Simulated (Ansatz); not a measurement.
Ta$_{2}$Se:
```xyz
6
Lattice="3.3769 0.0000 0.0000 0.0000 3.3769 0.0000 0.0000 0.0000 10.2490" Properties=species:S:1:pos:R:3 pbc="T T T"
Ta     1.6884     0.0000     7.8593
Ta     0.0000     1.6884     2.3896
Ta     0.0000     1.6884     9.4870
Ta     1.6884     0.0000     0.7619
Se     0.0000     1.6884     6.6426
Se     1.6884     0.0000     3.6063
```

Relaxed with r²SCAN. Special points in fractions of this cell's reciprocal vectors: Γ (0.000, 0.000, 0.000); X (0.000, 0.500, 0.000); M (0.500, 0.500, 0.000); Z (0.000, 0.000, 0.500); R (0.000, 0.500, 0.500); A (0.500, 0.500, 0.500).

List the band energies nearest the Fermi level at these points for r²SCAN (plane waves, PAW; program Ansatz).

In eV from the Fermi level; about four levels below and three above (degenerate sets whole), none deeper than 8.9 eV; points with the same levels are listed once.

```
k                    below                above
-  -----------------------  -------------------
Γ  -2.97 -2.97 -1.14 -0.16  0.16 0.16 0.30 0.30
X  -1.55 -1.55 -1.34 -1.34  0.61 0.61 1.33 1.33
M  -2.06 -2.06 -0.65 -0.65  1.46 1.46 2.92 2.92
Z  -2.98 -2.98 -1.12 -0.16  0.16 0.16 0.29 0.29
R  -1.57 -1.57 -1.22 -1.22  0.76 0.76 1.43 1.43
A  -2.05 -2.05 -0.63 -0.63  1.09 1.09 3.08 3.08
```

Space group P4/nmm. The workflow started from a Materials Project entry (that database holds measured and hypothetical structures alike); the Crystallography Open Database files this formula in space group No. 129, but the cells were not matched. Its standing as an ambient phase is unchecked. The cell was relaxed with r²SCAN under the symmetry of its start; its stability against distortions is not shown here. The run is not spin-polarised. A crystal of weakly bound layers computed without a dispersion correction: the cell and the soft elastic constants depend strongly on that. Scalar-relativistic: spin–orbit coupling is off unless named, which matters more the heavier the elements.

Potentials: the earlier of the program's two PAW sets.
